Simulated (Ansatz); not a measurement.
P (black phosphorus), relaxed with PBE+D3(BJ) (Ansatz, a program for electronic structure, plane waves, PAW): a = 3.3230 Å, b = 10.1984 Å, c = 4.1602 Å, α = β = γ = 90.00°.

| Quantity | Value |
|---|---|
| B₀ by P(V) fit (GPa) | 25.3 |

Question: The same phase is relaxed and computed with PBEsol in the same code. What are the cell and these values now?

Answer: a = 3.318 Å, b = 10.304 Å, c = 4.194 Å, α = 90.00°, β = 90.00°, γ = 90.00°.

- B₀ by P(V) fit (GPa) = 21.0

Weakly bound layers, chains or molecules computed without a dispersion correction, so cells and soft constants are ill determined: P, black phosphorus with PBEsol. All cells were relaxed under the symmetry of their starts (and spin orders); stability against distortions was not tested throughout.

Potentials: the later of the program's two PAW sets.

Ansatz is a plane-wave DFT program.
